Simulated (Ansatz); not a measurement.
CoSn2:
```
CoSn2
1.0
   -3.15301     3.15301     2.71776
    3.15301    -3.15301     2.71776
    3.15301     3.15301    -2.71776
Co Sn
2 4
Direct
  0.25000   0.25000   0.00000
  0.75000   0.75000   0.00000
  0.16672   0.33328   0.50000
  0.83328   0.66672   0.50000
  0.33328   0.83328   0.16656
  0.66672   0.16672   0.83344
```

Relaxed with r²SCAN.

**Question.** Map the electron localisation function on the plane through (0.250, 0.250, 0.000) spanned by u = [0, 0, 1] and v = [1, -1, 0] in lattice vectors, from r²SCAN (plane waves, PAW; program Ansatz).

**Answer.** x is the fraction of u, y of v (the angle between them is 90°; rows are the nearest grid lines); atoms in the plane: Co at (0.00, 0.00), Co at (0.00, 0.50), Sn at (0.50, 0.92), Sn at (0.50, 0.58).
```
|@@%=:.:--:::::::::--:.:=%@@|
|#*=:.:---:.     .:---:.:=*#|
|:::..:---:.     .:---:..:::|
|.::::-----:     :-----::::.|
|==--::::----:::----::::--==|
|==--:...:=+++++++=:...:--==|
|==--:...:=+*****+=:...:--==|
|===-:..:-----------:..:-===|
|----::-----:...:-----::----|
|....:----:.     .:----:....|
|:::..:---:.     .:---:..:::|
|@@#-:.-=-::.   .::-=-.:-#@@|
|@@#-..:---:::::::---:..-#@@|
|:::..::-:::.....:::-::..:::|
|...::---::.......::---::...|
|--==-------------------==--|
|==--:------=+*+=------:--==|
|==-::::::--=+*+=--::::::-==|
|==-:::::---=+*+=---:::::-==|
|===--------=====--------===|
|.::------:::...:::------::.|
|:::..::-:::.....:::-::..:::|
|#*=:..:---:::::::---:..:=*#|
|@@%=:.:--:::::::::--:.:=%@@|
```
Scale: ten equal steps from 0.001 (start of ' ') to 0.987 (end of '@'), in the order ' .:-=+*#%@'; x runs from 0.000 to 1.00, y from 0.000 (bottom) to 1.00 (top).

The density is the valence pseudo-density with augmentation charge, so density and ELF within about 1 Å of a nucleus are not all-electron values.

Space group I4/mcm. The first step of the workflow began from a Materials Project structure, measured or hypothetical; the Crystallography Open Database files this formula in space group No. 140, but the cells were not matched. Whether it is the stable phase at ambient conditions was not checked. Symmetry was held in the r²SCAN relaxation; whether a distortion lowers the energy is not shown. The run is not spin-polarised. Spin–orbit coupling is left out wherever it is not named.

Potentials: the later of the program's two PAW sets.
